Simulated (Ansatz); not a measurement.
One crystal and one scan (generalised stacking-fault energy along a line) at two levels, PBE (plane waves to 420 eV, PAW, scalar-relativistic; Ansatz, a first-principles code) and r2SCAN (plane waves to 500 eV, PAW, scalar-relativistic; Ansatz), each from its own relaxed cell and on its own mesh. The cell shown is that of PBE.

TiC (rock salt) is sheared across one {100} plane: the third cell vector gains the shift, so faults repeat every 6.5 Å. The cut lies between planes 2.17 Å apart; the cell height is held.

```
TiC
1.0
    3.06392     0.00000     0.00000
    0.00000     3.06392     0.00000
    1.53196     1.53196     6.49955
C Ti
3 3
Direct
  0.00000   0.00000   0.83333
  0.33333   0.33333   0.16667
  0.66667   0.66667   0.50000
  0.50000   0.50000   0.83333
  0.83333   0.83333   0.16667
  0.16667   0.16667   0.50000
```

In-plane vectors a = (3.064, 0.000) Å, b = (0.000, 3.064) Å, area 9.39 Å². The shift is s times the vector a (length 3.064 Å), so s = 1 restores the start. The shift is rigid: no atom relaxes. γ = [E(shift) − E(0)] / area.

Energies are extrapolated to zero smearing. TiC is run without spin polarisation. TiC was relaxed with its symmetry unable to fall. Faults lie only 6.5 Å apart, and holding the cell height and the atoms raises γ above its relaxed value. With partly filled bands, the k mesh leaves noise in γ, roughly 0.02 J/m² as judged from a few cases. Both scans cover s from 0.000 to 0.917.

γ (J/m²), each from zero shift of its own level:

```tsv
s	PBE	r2SCAN
0.000	0.00	0.00
0.083	0.28	0.31
0.167	1.03	1.12
0.250	1.94	withheld
0.333	2.75	2.99
0.417	3.30	3.58
0.500	3.49	3.78
0.583	3.30	3.58
0.667	2.75	2.99
0.750	1.94	withheld
0.833	1.03	1.12
0.917	0.28	0.31
```

**Question.** Estimate the r2SCAN value at 0.750 from the PBE value there and the ratio of the two levels in the two nearest given rows on that side of the minimum.

**Answer.** At 0.667 and 0.833 the ratio r2SCAN/PBE averages 1.087, which gives 1.087 × 1.94 = 2.11 J/m². The calculation gives 2.12 J/m², +9.3 % against PBE.

(The slope of γ gives the shear force per area between the displaced halves; near zero shift its curvature is an elastic stiffness.)
